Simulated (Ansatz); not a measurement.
Run on Y: DFT, LDA, PAW with Ansatz's default frozen-core files, scalar-relativistic (Ansatz 0.2.0). This run: relaxed.

The cell is entry 9010984 of the Crystallography Open Database, unrelaxed.

Command: `ansatz run input.yaml --threads 1 --pin off --max-ram 3072MiB --backend cpu --events-out ev --progress --plain --runs-dir out` It took 33 s on 1 thread of Intel(R) Xeon(R) Platinum 8488C (Sapphire Rapids), on a shared host, peak memory 0.46 GiB.

```yaml
crystal:
  lattice:
    - [3.6474, 0.0, 0.0]
    - [-1.8237, 3.1587410578, 0.0]
    - [0.0, 0.0, 5.7306]
  atoms:
    - { symbol: "Y", position: [0.3333333333, 0.6666666667, 0.25] }
    - { symbol: "Y", position: [0.6666666667, 0.3333333333, 0.75] }
kpoints:
  mp_grid: { grid: [16, 16, 9] }
scf:
  occupations: { method: fermi_dirac, width: 0.05 }
hamiltonian:
  xc: lda
  pseudopotentials: { kind: paw }
output:
  forces: true
  stress: true
relax:
  f_tol: 0.003
  max_steps: 80
  cell: {}
```

Output:

```
Engine: ansatz 0.2.0
Pseudopotentials: kind: paw
Pseudopotential: Y, paw, valence charge 11, recommended cutoff 420 eV (normal), Y.paw.azcp
Functional definition: SPW92
  exchange = slater_x
  correlation = pw_c
Crystal: 2 atoms, lattice volume = 66.023 Å³
Basis set: ecut = 420 eV, 1267 PW (Γ)
Bands: 15, of which v1, the nominal top of the filled ones, is band 11 counted from 1 (10 counted from 0)
Symmetry: 24 space group operations
Space group: P63/mmc (ITA 194), of the structure as read, at distance tolerance 4.0e-5 Å
k-points: 150 of 2304
Non-local potential: Y, projectors of the file, l = 0: 3, l = 1: 2, l = 2: 2, l = 3: 1
PAW form: soft (Blöchl's): semilocal exchange-correlation on the pseudo side does not see the compensation charge
PAW frozen core: Y, regenerated for the run's functional, and the local potential with it (the file was generated under x = pbe(κ = 0.804, μ = 0.2195149727645171), c = pbe(β = 0.06672455060314922))
PAW one-centre angular grid: Y, 590 points (default); XC on 64 Gauss nodes
Initial density: superposition of atomic densities (neutral atoms: chi_scale 0, normalization atom), corrected by the library's trained network
Initial wavefunctions: pseudopotential atomic-orbital guess
Functional: x = slater, c = lda
SCF iter   1: F=—  HF=-7491.050234 eV  |F-HF|=—  |Δ(HF+E_count)|=         —  Δρ=4.74e-3  dr2=4.00e-3  ethr=1.77e-3  ⟨swp⟩=4.4  Hψ=9900  notcnv=0
preconditioner: auto → Kerker (q_TF=auto, 2.272 Å⁻¹)  [metal: Δε(μ)=0.012 eV  Ē_g=2.496 eV  σ=0.050 eV  W_gap=0.06  n_scr=22 (ndim 8)  ℏωp=11.2 eV  f_vac=0.000  D(μ)=4.19/eV (n_scr^D=36)]
SCF iter   2: F=—  HF=-7491.049476 eV  |F-HF|=—  |Δ(HF+E_count)|=   7.59e-4  Δρ=2.52e-3  dr2=1.27e-3  ethr=1.82e-5  ⟨swp⟩=2.9  Hψ=4803  notcnv=0
SCF iter   3: F=—  HF=-7491.049385 eV  |F-HF|=—  |Δ(HF+E_count)|=   9.09e-5  Δρ=2.73e-4  dr2=3.20e-5  ethr=5.76e-6  ⟨swp⟩=3.0  Hψ=3887  notcnv=0
SCF iter   4: F=—  HF=-7491.049381 eV  |F-HF|=—  |Δ(HF+E_count)|=   3.81e-6  Δρ=1.17e-4  dr2=6.10e-6  ethr=1.45e-7  ⟨swp⟩=2.0  Hψ=3561  notcnv=0
SCF iter   5: F=—  HF=-7491.049382 eV  |F-HF|=—  |Δ(HF+E_count)|=   1.25e-6  Δρ=1.73e-5  dr2=2.48e-7  ethr=2.77e-8  ⟨swp⟩=2.0  Hψ=3621  notcnv=0
SCF iter   6: F=-7491.049382 eV  HF=-7491.049382 eV  |F-HF|=1.73e-8  |Δ(HF+E_count)|=   5.75e-8  Δρ=5.91e-6  dr2=2.28e-8  ethr=4.55e-10  ⟨swp⟩=4.0  Hψ=6673  notcnv=0
SCF 1 converged in 6 iterations: F = -7491.049382 eV  dr2 = 2.28e-8
  greatest PAW one-centre occupation: 0.993 electrons in one spin orbital (limit 2), on the Y atom at site 1 (counted from 0), in its partial waves of l = 0
relax step   1: F+E_penalty+E_count = -7491.04938222 eV  Δ(F+E_penalty+E_count) = +0.000e0 eV  max|allowed force component| = 6.939e-17 eV/Å  Δτ_max = 0.0000 Å  P = -3.795 GPa  Ω = 66.023 Å³  (6 SCF iters, dr2 threshold 1.00e-7 eV, accepted)
Crystal: 2 atoms, lattice volume = 59.833 Å³
Basis set: ecut = 420 eV, 1153 PW (Γ)
Initial density: handed on by an earlier stage of this run
Initial wavefunctions: those handed on with the density
iter 1 solved again at ethr=1.48e-6 eV; its pass at ethr=3.10e-3 eV (dr2=3.26e-4 eV) is discarded
SCF iter   1: F=—  HF=-7491.127729 eV  |F-HF|=—  |Δ(HF+E_count)|=         —  Δρ=1.09e-3  dr2=3.88e-4  ethr=1.48e-6  ⟨swp⟩=2.0  Hψ=17182  notcnv=0
preconditioner: auto → Kerker (q_TF=auto, 2.309 Å⁻¹)  [metal: Δε(μ)=0.004 eV  Ē_g=2.642 eV  σ=0.050 eV  W_gap=0.02  n_scr=10 (ndim 8)  ℏωp=11.8 eV  f_vac=0.000  D(μ)=3.95/eV (n_scr^D=36)]
SCF iter   2: F=—  HF=-7491.127753 eV  |F-HF|=—  |Δ(HF+E_count)|=   2.37e-5  Δρ=6.03e-4  dr2=1.24e-4  ethr=1.48e-6  ⟨swp⟩=1.9  Hψ=3252  notcnv=0
SCF iter   3: F=—  HF=-7491.127784 eV  |F-HF|=—  |Δ(HF+E_count)|=   3.09e-5  Δρ=7.42e-5  dr2=3.06e-6  ethr=5.64e-7  ⟨swp⟩=2.9  Hψ=3828  notcnv=0
SCF iter   4: F=-7491.127784 eV  HF=-7491.127784 eV  |F-HF|=4.00e-9  |Δ(HF+E_count)|=   1.85e-7  Δρ=9.93e-6  dr2=6.35e-8  ethr=9.09e-10  ⟨swp⟩=2.9  Hψ=8538  notcnv=0
SCF 2 converged in 4 iterations: F = -7491.127784 eV  dr2 = 6.35e-8
relax step   2: F+E_penalty+E_count = -7491.12778422 eV  Δ(F+E_penalty+E_count) = -7.840e-2 eV  max|allowed force component| = 5.320e-17 eV/Å  Δτ_max = 0.0000 Å  P = +0.041 GPa  Ω = 59.833 Å³  energy of the carried Pulay correction = +8.966e-5 eV  (4 SCF iters, dr2 threshold 2.00e-7 eV, accepted)
Crystal: 2 atoms, lattice volume = 59.894 Å³
iter 1 solved again at ethr=2.83e-9 eV; its pass at ethr=3.10e-3 eV (dr2=6.22e-7 eV) is discarded
SCF iter   1: F=—  HF=-7491.127794 eV  |F-HF|=—  |Δ(HF+E_count)|=         —  Δρ=2.33e-5  dr2=2.06e-7  ethr=2.83e-9  ⟨swp⟩=3.5  Hψ=16096  notcnv=0
preconditioner: auto → Kerker (q_TF=auto, 2.309 Å⁻¹)  [metal: Δε(μ)=0.003 eV  Ē_g=2.640 eV  σ=0.050 eV  W_gap=0.01  n_scr=10 (ndim 8)  ℏωp=11.8 eV  f_vac=0.000  D(μ)=3.96/eV (n_scr^D=36)]
SCF iter   2: F=—  HF=-7491.127794 eV  |F-HF|=—  |Δ(HF+E_count)|=   4.43e-9  Δρ=1.34e-5  dr2=6.74e-8  ethr=9.38e-10  ⟨swp⟩=1.3  Hψ=2759  notcnv=0
SCF iter   3: F=-7491.127794 eV  HF=-7491.127794 eV  |F-HF|=1.46e-10  |Δ(HF+E_count)|=   5.92e-9  Δρ=1.55e-6  dr2=1.06e-9  ethr=6.04e-11  ⟨swp⟩=2.0  Hψ=8341  notcnv=0
SCF 3 converged in 3 iterations: F = -7491.127794 eV  dr2 = 1.06e-9
relax step   3: F+E_penalty+E_count = -7491.12779421 eV  Δ(F+E_penalty+E_count) = -9.995e-6 eV  max|allowed force component| = 1.735e-16 eV/Å  Δτ_max = 0.0000 Å  P = -0.006 GPa  Ω = 59.894 Å³  energy of the carried Pulay correction = +8.873e-5 eV  (3 SCF iters, dr2 threshold 1.33e-8 eV, accepted)
Initial wavefunctions: pseudopotential atomic-orbital guess (no wavefunctions were taken with the density)
iter 1 solved again at ethr=1.44e-7 eV; its pass at ethr=3.10e-3 eV (dr2=3.17e-5 eV) is discarded
SCF iter   1: F=—  HF=-7491.127671 eV  |F-HF|=—  |Δ(HF+E_count)|=         —  Δρ=3.18e-5  dr2=7.28e-8  ethr=1.44e-7  ⟨swp⟩=3.1  Hψ=16684  notcnv=0
SCF iter   2: F=—  HF=-7491.127670 eV  |F-HF|=—  |Δ(HF+E_count)|=   2.72e-7  Δρ=1.64e-5  dr2=1.90e-8  ethr=3.31e-10  ⟨swp⟩=2.1  Hψ=3434  notcnv=0
SCF iter   3: F=—  HF=-7491.127670 eV  |F-HF|=—  |Δ(HF+E_count)|=   3.53e-9  Δρ=6.35e-7  dr2=9.98e-11  ethr=8.64e-11  ⟨swp⟩=2.0  Hψ=2582  notcnv=0
SCF iter   4: F=-7491.127670 eV  HF=-7491.127670 eV  |F-HF|=5.46e-12  |Δ(HF+E_count)|=  1.55e-11  Δρ=1.49e-7  dr2=6.87e-12  ethr=1.00e-12  ⟨swp⟩=5.7  Hψ=9342  notcnv=0
SCF 4 converged in 4 iterations: F = -7491.127670 eV  dr2 = 6.87e-12
relax step   4: F+E_penalty+E_count = -7491.12767025 eV  Δ(F+E_penalty+E_count) = +1.240e-4 eV  max|allowed force component| = 1.642e-16 eV/Å  Δτ_max = 0.0000 Å  P = -0.004 GPa  Ω = 59.894 Å³  stress off target by 7.71e-3 GPa  SCF on the basis re-selected at this cell (its energy is not comparable with the rows above)  (4 SCF iters)
basis re-selected at this cell: Δ(F+E_penalty+E_count) = +1.240e-4 eV, ΔP = +0.002 GPa vs the last step (what re-selecting the basis moved, of the pressure what is left beyond the Pulay correction that the steps carried, after the strain that the cell walked since its last selection, with what the two solves' SCF thresholds leave and, on support functions, any second-order correction that the steps lacked; it is no measure of the basis error at this ecutwfc). The dense FFT grid was sized anew with the basis: this SCF ran on 24×24×40 points, the steps before it on 25×25×40, so part of this shift can come from that change (see relax.cell in the input reference). This SCF's stress stands 7.71e-3 GPa from its target on what of the cell is left free (relax.cell.stress_tol is 5.00e-2 GPa) and its largest allowed force component is 1.64e-16 eV/Å (relax.f_tol is 3.00e-3 eV/Å): within both
SCF converged after 4 iterations
Free energy (F): -7491.127670 eV
Harris-Foulkes:  -7491.127670 eV  (|F-HF|=5.46e-12)
Internal energy: -7491.095748 eV  (E = F + TS)
E sigma→0 (E₀):  -7491.111709 eV
Entropy (-TS):   -0.031923 eV (-15.961 meV/atom)
Fermi energy:    10.166954 eV
--- Per-component energies (eV) ---
  E_band       = -220.995280
  E_kinetic    = 612.710859
  E_local      = -1170.057779  (includes V_loc(G=0)·N_el)
  E_nonlocal   = 108.892869
  E_hartree    = 369.107312
  E_xc         = -343.476835
  E_vxc        = -397.162991  (∫ρ·V_xc dr)
  E_paw        = -5448.981076  (= ΣΔE_a)
  E_vpaw       = -113.592800  (= ΣTr[D̂ρ^β])
  E_aug_tail   = 0.000003  (compensation charges beyond the density's cutoff)
  E_ewald      = -1619.950272
  E_core_change = 0.659172  (= ΣΔE_core)
  E_smearing   = -0.031923  (= −TS)
  E_closure    = 0.000000  (closes the sum)
  Σ components = -7491.127670   (vs F -7491.127670, Δ=0.00e0)
--- Forces (eV/Å), atoms counted from 1 ---
  atom   1  Y      0.00000000    -0.00000000     0.00000000
  atom   2  Y     -0.00000000     0.00000000    -0.00000000
  max |Σ_I F_I| component: 4.63e-18 eV/Å
--- Stress (GPa, compression-positive) ---
       -0.007708       0.000000      -0.000000
       -0.000000      -0.007708      -0.000000
       -0.000000      -0.000000       0.002866
  P = ⅓ Tr σ = -0.0042 GPa (-0.042 kbar)
--- Relaxed structure (3 steps of the walk, 3 accepted, 1 SCFs on fresh bases) ---
  F+E_penalty+E_count = -7491.12767025 eV   max|allowed force component| = 1.642e-16 eV/Å   (the final SCF, on the basis selected at the relaxed cell)
  cell:  # Å, volume = 59.8942 Å³
    - [3.5414388809033204, 0.0, -9.269509825181437e-34]
    - [-1.7707194404516602, 3.066976036812209, -3.903592923253364e-18]
    - [-1.4563758568809749e-33, -7.081913077644195e-18, 5.514351235700702]
  atoms:
    - { symbol: Y, position: [0.33333333333333326, 0.6666666666666665, 0.25] }
    - { symbol: Y, position: [0.6666666666666666, 0.33333333333333326, 0.75] }
```

Next run, as changes to the input before:

```diff
   lattice:
-    - [3.6474, 0.0, 0.0]
-    - [-1.8237, 3.1587410578, 0.0]
-    - [0.0, 0.0, 5.7306]
+    - [3.5414388809, 0.0, 0.0]
+    - [-1.7707194404, 3.0669760368, 0.0]
+    - [0.0, 0.0, 5.5143512357]
   atoms:
   stress: true
-relax:
-  f_tol: 0.003
-  max_steps: 80
-  cell: {}
+  eigenvalues: true
```

Command: `ansatz run input.yaml --threads 1 --pin off --max-ram 3072MiB --backend cpu --events-out ev --progress --plain --runs-dir out` It took 6.8 s on 1 thread of Intel(R) Xeon(R) Platinum 8488C (Sapphire Rapids), on a shared host, peak memory 0.43 GiB.

Results part of the output:

```
SCF 1 converged in 6 iterations: F = -7491.127670 eV  dr2 = 1.39e-8
  greatest PAW one-centre occupation: 0.993 electrons in one spin orbital (limit 2), on the Y atom at site 1 (counted from 0), in its partial waves of l = 0
SCF converged after 6 iterations
Free energy (F): -7491.127670 eV
Harris-Foulkes:  -7491.127670 eV  (|F-HF|=1.00e-8)
Internal energy: -7491.095748 eV  (E = F + TS)
E sigma→0 (E₀):  -7491.111709 eV
Entropy (-TS):   -0.031923 eV (-15.961 meV/atom)
Fermi energy:    10.166933 eV
--- Per-component energies (eV) ---
  E_band       = -220.997415
  E_kinetic    = 612.712522
  E_local      = -1170.060698  (includes V_loc(G=0)·N_el)
  E_nonlocal   = 108.893144
  E_hartree    = 369.109016
  E_xc         = -343.477210
  E_vxc        = -397.163454  (∫ρ·V_xc dr)
  E_paw        = -5448.981424  (= ΣΔE_a)
  E_vpaw       = -113.593178  (= ΣTr[D̂ρ^β])
  E_aug_tail   = 0.000003  (compensation charges beyond the density's cutoff)
  E_ewald      = -1619.950272
  E_core_change = 0.659172  (= ΣΔE_core)
  E_smearing   = -0.031923  (= −TS)
  E_closure    = 0.000000  (closes the sum)
  Σ components = -7491.127670   (vs F -7491.127670, Δ=0.00e0)
--- Forces (eV/Å), atoms counted from 1 ---
  atom   1  Y     -0.00000000    -0.00000000     0.00000000
  atom   2  Y      0.00000000     0.00000000     0.00000000
  max |Σ_I F_I| component: 9.25e-18 eV/Å
--- Stress (GPa, compression-positive) ---
       -0.007775      -0.000000       0.000000
       -0.000000      -0.007775       0.000000
        0.000000       0.000000       0.002820
  P = ⅓ Tr σ = -0.0042 GPa (-0.042 kbar)
--- Band table (eV; the first three rows and the last of 150) ---
  k-point 0: bands = ["-32.1670", "-32.0523", "-12.6336", "-11.9782", "-11.9782", "-11.8530", "-11.8530", "-11.8022", "5.3844", "8.1582", "11.4735", "11.9230", "11.9230", "12.3315", "12.6142"]
  k-point 1: bands = ["-32.1636", "-32.0558", "-12.6102", "-11.9745", "-11.9745", "-11.8568", "-11.8568", "-11.8292", "5.4754", "8.1239", "11.3531", "11.8638", "11.8638", "12.2434", "12.5307"]
  k-point 2: bands = ["-32.1537", "-32.0659", "-12.5424", "-11.9637", "-11.9637", "-11.9062", "-11.8678", "-11.8678", "5.7403", "7.9869", "11.1120", "11.7678", "11.7678", "12.0000", "12.3288"]
  k-point 149: bands = ["-32.0521", "-32.0505", "-12.4662", "-12.4617", "-12.2791", "-12.2325", "-11.9483", "-11.9400", "9.4863", "9.4977", "9.9204", "9.9709", "10.6903", "10.7674", "12.8690"]
```

The PAW files were made under PBE.
